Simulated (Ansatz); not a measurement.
GeI₂:
```xyz
3
Lattice="4.1470 0.0000 0.0000 -2.0735 3.5914 0.0000 0.0000 0.0000 6.6449" Properties=species:S:1:pos:R:3 pbc="T T T"
Ge     0.0000     0.0000     0.0000
I      0.0000     2.3943     1.7252
I      2.0735     1.1971     4.9198
```

The program Ansatz at the LDA level (PAW) gives a gap of 1.73 eV without spin–orbit coupling, maximum on the H–A line, 95 % of the way from H, minimum at A.

Problem. What happens when spin–orbit coupling is switched on?

Solution. The gap falls by 0.16 eV, to 1.57 eV; maximum at A, minimum at A.

Problem. Give the electron effective mass with spin–orbit coupling.

Solution. 0.17, 0.17, 1.1 mₑ (principal values).

Problem. Give the hole effective mass with spin–orbit coupling.

Solution. 0.53, 1.2, 1.2 mₑ (principal values).

Space group P-3m1 (CdI2 type). The workflow started from an entry of the Crystallography Open Database (COD), which files this formula under 2 space groups. Its standing as an ambient phase is unchecked. The cell was relaxed with LDA under the symmetry of its start; whether a distortion lowers the energy is not shown. A crystal of weakly bound layers computed without a dispersion correction: the cell and the soft elastic constants depend strongly on that.

Potentials: the later of the program's two PAW sets.
